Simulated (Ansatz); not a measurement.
Given:

Ta (bcc (W type), Im-3m), a = 3.2527 Å, b = 3.2527 Å, c = 3.2527 Å, α = 90.00°, β = 90.00°, γ = 90.00°; the cell used has 1 atom.

This is the LDA-relaxed structure.

Q: All from DFT-LDA in the program Ansatz with PAW potentials, unless another level is named. Give the Debye temperature from the elastic constants.

A: 255 K.

Q: What about the elastic constants (relaxed ions, GPa)?

A: C11 = 303, C12 = 176, C44 = 70.5.

The LDA relaxation kept the symmetry of its start. No spin polarisation was allowed. As this level gives no gap, shear constants depend on the k-mesh and smearing (Fermi–Dirac, 0.1 eV here). Spin–orbit coupling is left out wherever it is not named.

Potentials: the earlier of the program's two PAW sets.
